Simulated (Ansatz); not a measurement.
SrAg4Sb2:
```
CELL_PARAMETERS angstrom
      2.37504     1.37123     8.44464
     -2.37504     1.37123     8.44464
      0.00000    -2.74247     8.44464
ATOMIC_POSITIONS crystal
  Sr 0.00000 0.00000 0.00000
  Ag 0.14291 0.14291 0.14291
  Ag 0.85709 0.85709 0.85709
  Ag 0.43576 0.43576 0.43576
  Ag 0.56424 0.56424 0.56424
  Sb 0.25469 0.25469 0.25469
  Sb 0.74531 0.74531 0.74531
```

Relaxed with r²SCAN.

Question: Map the valence electron density (e/Å³), cut off at 2 on the plane through (0.000, 0.000, 0.000) spanned by u = [1, 0, 0] and v = [-1, 1, 1] in lattice vectors, from DFT-r²SCAN in the program Ansatz with PAW potentials.

Answer: x is the fraction of u, y of v (the angle between them is 51°; rows are the nearest grid lines); atoms in the plane: Sr at (0.00, 0.00), Ag at (0.29, 0.14), Ag at (0.71, 0.86), Ag at (0.87, 0.44), Ag at (0.13, 0.56), Sb at (0.51, 0.25), Sb at (0.49, 0.75).
```
y \ x   0.000  0.100  0.175  0.275  0.375  0.450  0.550  0.625  0.725  0.825  0.900   1.00
------  -----  -----  -----  -----  -----  -----  -----  -----  -----  -----  -----  -----
1.00    0.997  0.939  0.066  0.125  0.357  0.233  0.233  0.357  0.125  0.066  0.939  0.997
0.925    1.58   1.79  0.204  0.136  0.214  0.168  0.324   2.00   2.00  0.099  0.070   1.58
0.850   0.069  0.228  0.128  0.176  0.750  0.790  0.250   1.57   2.00  0.840  0.088  0.069
0.775   0.094  0.051  0.035  0.097  0.847   2.00   1.36  0.281   2.00   2.00  0.202  0.094
0.700   0.408  0.240  0.067  0.038  0.221   1.49   2.00  0.568  0.150  0.231  0.185  0.408
0.625    1.13   2.00  0.914  0.050  0.052  0.174  0.605  0.522  0.202  0.089  0.085   1.13
0.550   0.217   2.00   2.00  0.242  0.040  0.041  0.110  0.187  0.509  0.814  0.159  0.217
0.450   0.217  0.159  0.814  0.509  0.187  0.110  0.041  0.040  0.242   2.00   2.00  0.217
0.375    1.13  0.085  0.089  0.202  0.522  0.605  0.174  0.052  0.050  0.914   2.00   1.13
0.300   0.408  0.185  0.231  0.150  0.568   2.00   1.49  0.221  0.038  0.067  0.240  0.408
0.225   0.094  0.202   2.00   2.00  0.281   1.36   2.00  0.847  0.097  0.035  0.051  0.094
0.150   0.069  0.088  0.840   2.00   1.57  0.250  0.790  0.750  0.176  0.128  0.228  0.069
0.0750   1.58  0.070  0.099   2.00   2.00  0.324  0.168  0.214  0.136  0.204   1.79   1.58
0.000   0.997  0.939  0.066  0.125  0.357  0.233  0.233  0.357  0.125  0.066  0.939  0.997
```

The density is the valence pseudo-density with augmentation charge, so density and ELF within about 1 Å of a nucleus are not all-electron values.

Space group R-3m. The workflow started from an entry of the Crystallography Open Database (COD, 295 K). Whether it is the stable phase at ambient conditions was not checked. The cell was relaxed with r²SCAN under the symmetry of its start; its stability against distortions is not shown here. The run is not spin-polarised. Spin–orbit coupling is left out wherever it is not named.

Potentials: the later of the program's two PAW sets.
